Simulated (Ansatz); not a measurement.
## Stress against strain in HfC

```yaml
crystal:
  lattice:
    - [0.00000, 2.32500, 2.32500]
    - [2.32500, 0.00000, 2.32500]
    - [2.32500, 2.32500, 0.00000]
  atoms:
    - { symbol: Hf, position: [0.50000, 0.50000, 0.50000] }
    - { symbol: C, position: [0.00000, 0.00000, 0.00000] }
```

Atoms are numbered in the order listed.

The cell comes from COD entry 1539502, which wasn't checked; take it as a given geometry.

Spin–orbit coupling is left out, though it moves levels of the heavy atoms by tenths of an eV or more.

All numbers below come from Ansatz 0.2.0, DFT, LDA, all-electron LAPW, scalar-relativistic.

The runs use a Γ-centred 12×12×12 k mesh, Fermi–Dirac smearing of 0.05 eV, basis error target 0.25 meV/atom, no spin polarisation.

The strain is applied along the Cartesian axes of the cell as listed (γ is the engineering shear, twice εxy = εyz = εzx). Fractional coordinates are held (clamped ions).

σ is the change of stress from the unstrained cell, which is at -11.78 GPa; tension is positive, so slopes are stress–strain coefficients at that pressure. In a metal the k mesh adds noise.

Only quantities that a quadratic follows smoothly over the whole series are listed; rougher ones are left out.

```csv
γ,σxy (GPa)
-0.0200,-3.35
-0.0100,-1.70
0.0000,0.00
0.0200,3.54
```

(1) Fit the series and read off the stiffness at zero strain.

(2) One run, at γ = 0.0100, is withheld. Predict its row.

## Answers

(1) Least-squares fits y = p0 + p1 x + p2 x² to the rows give σxy (GPa): p1 = 172, p2 = 240. So C44 (clamped ions) = 172 GPa.

(2) The fits give 1.75; the run gave 1.75.
